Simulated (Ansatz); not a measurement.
Input:

ZnSnN2:
```
CELL_PARAMETERS angstrom
      1.57901     0.91164     5.13092
     -1.57901     0.91164     5.13092
      0.00000    -1.82328     5.13092
ATOMIC_POSITIONS crystal
  Sn 0.00000 0.00000 0.00000
  Zn 0.50000 0.50000 0.50000
  N  0.25336 0.25336 0.25336
  N  0.74664 0.74664 0.74664
```

This is the r²SCAN+D4-relaxed structure. Tensor components refer to the Cartesian frame of this cell.

Question: All from DFT-r²SCAN+D4 in the program Ansatz with PAW potentials, unless another level is named. Estimate the gap with spin–orbit coupling.

Answer: 1.27 eV.

Question: Predict the electron effective mass with spin–orbit coupling.

Answer: 0.14 mₑ (isotropic).

Question: Give the hole effective mass.

Answer: 0.28, 0.83, 19 mₑ (principal values).

Question: What about the valence-band maximum?

Answer: off the standard path, at k = (-0.008, 0.195, -0.203) in fractions of the reciprocal vectors.

Space group R-3m. The cell is a constructed one: a structure type filled with these elements; neither database checked (COD, Materials Project) lists it. Whether it is the stable phase at ambient conditions was not checked. The r²SCAN+D4 relaxation kept the symmetry of its start; its stability against distortions is not shown here. Spin–orbit coupling is left out wherever it is not named.

Potentials: the later of the program's two PAW sets.
